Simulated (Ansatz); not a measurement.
# NaF (rock salt): generalised stacking-fault energy along a line

Generalised stacking fault of NaF (rock salt) on the {100} plane. The cell below holds the perfect crystal with the plane normal along z; tilting its third vector by the shift puts one fault into each cell, between planes 2.30 Å apart, at fixed cell height.

```xyz
6
Lattice="3.2488 0.0000 0.0000 0.0000 3.2488 0.0000 1.6244 1.6244 6.8918" Properties=species:S:1:pos:R:3 pbc="T T T"
F      1.3537     1.3537     5.7431
F      1.3537     1.3537     1.1486
F      2.9781     2.9781     3.4459
Na     2.9781     2.9781     1.1486
Na     1.3537     1.3537     3.4459
Na     2.9781     2.9781     5.7431
```

In-plane vectors a = (3.249, 0.000) Å, b = (0.000, 3.249) Å, area 10.55 Å². The shift is s times the vector a + b (length 4.595 Å), so s = 1 restores the start. Atoms relax along the normal only. γ = [E(shift) − E(0)] / area.

These are r2SCAN (plane waves to 500 eV, PAW, scalar-relativistic; Ansatz, a program for electronic structure) values and carry that method's errors. k mesh 9×9×9 (Γ-centred), Fermi-Dirac smearing 0.05 eV. Energies are extrapolated to zero smearing. Compression counts positive. Some relaxations began with atoms very close together and may have settled on another branch. Faults lie only 6.9 Å apart, and holding the cell height raises γ above its relaxed value. NaF was relaxed with its symmetry unable to fall. γ is measured from zero shift.

| s | γ (mJ/m²) | σ normal to the fault (GPa) |
|---|---|---|
| 0.000 | 0 | 0.0 |
| 0.083 | 93 | 0.1 |
| 0.167 | 371 | 1.2 |
| 0.250 | 765 | 4.9 |
| 0.333 | 1129 | 9.4 |
| 0.417 | 1374 | 12.7 |
| 0.500 | 1460 | 14.0 |
| 0.583 | 1374 | 12.7 |
| 0.667 | 1129 | 9.4 |
| 0.750 | 765 | 4.9 |
| 0.833 | 371 | 1.2 |
| 0.917 | 93 | 0.1 |

What the scan shows:

```
Quantity                                                                         Value
------------------------------------------------------------  ------------------------
Highest computed γ on the line                                              1460 mJ/m²
Position of the highest point                                                s = 0.500
Local minima between the ends                                 no computed point is one
Steepest slope dγ/d(shift) before the first maximum (spline)                    11 GPa
```

(The slope of γ gives the shear force per area between the displaced halves; near zero shift its curvature is an elastic stiffness.)
